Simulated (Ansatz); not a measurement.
TiGe$_{2}$:
```
CELL_PARAMETERS angstrom
      4.61053     0.00000     0.00000
     -2.30526     3.99283     0.00000
      0.00000     0.00000     2.62858
ATOMIC_POSITIONS crystal
  Ti 0.00000 0.00000 0.00000
  Ge 0.33333 0.66667 0.50000
  Ge 0.66667 0.33333 0.50000
```

Relaxed with r²SCAN+D4. Special points in fractions of this cell's reciprocal vectors: Γ (0.000, 0.000, 0.000); M (0.500, 0.000, 0.000); K (0.333, 0.333, 0.000); A (0.000, 0.000, 0.500); L (0.500, 0.000, 0.500); H (0.333, 0.333, 0.500).

Q: List the band energies nearest the Fermi level at these points for the program Ansatz at the r²SCAN+D4 level (PAW).

A: In eV from the Fermi level; about four levels below and three above (degenerate sets whole), none deeper than 8.9 eV; points with the same levels are listed once.

| k | below | above |
|---|---|---|
| Γ | -5.03 -5.03 -1.73 -0.88 -0.88 | 2.80 2.80 3.06 3.06 |
| M | -5.40 -4.36 -0.99 -0.54 | 1.90 2.59 2.78 |
| K | -7.10 -1.35 -1.29 -1.29 | 2.67 2.67 2.84 2.84 |
| A | -1.28 -1.20 -0.61 -0.61 | 0.38 0.38 3.90 |
| L | -6.22 -5.22 -4.34 -3.55 | 0.64 1.16 1.18 |
| H | -7.41 -7.41 -4.70 -4.70 -3.04 | 0.33 0.33 0.49 |

Space group P6/mmm. The cell is a constructed one: a structure type filled with these elements; neither database checked (COD, Materials Project) lists it. COD files the formula under space group No. 70, so this cell is another polymorph or a model. Whether it is the stable phase at ambient conditions was not checked. Symmetry was held in the r²SCAN+D4 relaxation; its stability against distortions is not shown here. No spin polarisation was allowed. Scalar-relativistic: spin–orbit coupling is off unless named, which matters more the heavier the elements.

Potentials: the earlier of the program's two PAW sets.
